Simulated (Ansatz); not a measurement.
MgO (rock salt, space group No. 225), plane-wave PAW PBEsol (Ansatz code): ε∞ = 3.25, cell volume 18.71 Å³. Infrared-active transverse modes:

```
ω_TO (cm⁻¹)  oscillator strength S_xx (e²/amu)
-----------  ---------------------------------
387.4                                   0.4065
```

### Question
Compute the static dielectric constant.

### Answer
Each mode adds (4.921e7/V) S/ω²: 7.12. So ε0 = 10.4.

### Question
What LO frequency does the Lyddane–Sachs–Teller relation give?

### Answer
ω_LO = ω_TO √(ε0/ε∞) = 692 cm⁻¹.

Space group Fm-3m (rock salt). The PBEsol relaxation kept the symmetry of its start; phonons on a q-mesh show no instability. The volume moved by -15 % from the start of the relaxation.

Potentials: the later of the program's two PAW sets.
